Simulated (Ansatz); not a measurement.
ZnRh:
```xyz
2
Lattice="2.9446 0.0000 0.0000 0.0000 2.9446 0.0000 0.0000 0.0000 2.9446" Properties=species:S:1:pos:R:3 pbc="T T T"
Zn     1.4723     1.4723     1.4723
Rh     0.0000     0.0000     0.0000
```

Relaxed with LDA. Special points in fractions of this cell's reciprocal vectors: Γ (0.000, 0.000, 0.000); X (0.000, 0.500, 0.000); M (0.500, 0.500, 0.000); R (0.500, 0.500, 0.500).

### Question
List the band energies nearest the Fermi level at these points for LDA in the plane-wave PAW code Ansatz.

### Answer
In eV from the Fermi level; about four levels below and three above (degenerate sets whole), none deeper than 8.9 eV; … stands for higher levels left out; points with the same levels are listed once.

```json
[
 {"k": "Γ", "below": "-6.35 -6.35 -6.35 -2.73 -2.73", "above": "0.00 0.00 0.00"},
 {"k": "X", "below": "-3.09 -1.79 -1.79 -0.16", "above": "1.84 …"},
 {"k": "M", "below": "-0.62 -0.62 -0.22 -0.22", "above": "0.77 …"},
 {"k": "R", "below": "-5.92 -5.92 -4.28 -4.28 -4.28", "above": "0.84 0.84 3.76"}
]
```

Space group Pm-3m (CsCl type). The first step of the workflow began from a Materials Project structure, measured or hypothetical; the Crystallography Open Database copy checked does not list it. With Zn and Rh taken as one species the cell has the higher symmetry Im-3m, so it may be an ordered model of a mixed-site phase. Its standing as an ambient phase is unchecked. The LDA relaxation kept the symmetry of its start; of distortions, only those at the zone centre were tested. No spin polarisation was allowed. Scalar-relativistic: spin–orbit coupling is off unless named, which matters more the heavier the elements.

Potentials: the later of the program's two PAW sets.
